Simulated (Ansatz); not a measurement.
Consider the following.

CdF2:
```
CdF2
1.0
    0.00000     2.69196     2.69196
    2.69196     0.00000     2.69196
    2.69196     2.69196     0.00000
Cd F
1 2
Cartesian
  0.00000   0.00000   0.00000
  1.34598   1.34598   1.34598
  4.03794   4.03794   4.03794
```

This is the PBEsol-relaxed structure.

**Question.** All from DFT-PBEsol in the program Ansatz with PAW potentials, unless another level is named. Estimate the Debye temperature from the elastic constants.

**Answer.** 313 K.

**Question.** What about the elastic constants (relaxed ions, GPa)?

**Answer.** C11 = 182, C12 = 71.1, C44 = 20.2.

Space group Fm-3m (fluorite). The PBEsol relaxation kept the symmetry of its start.

Potentials: the later of the program's two PAW sets.
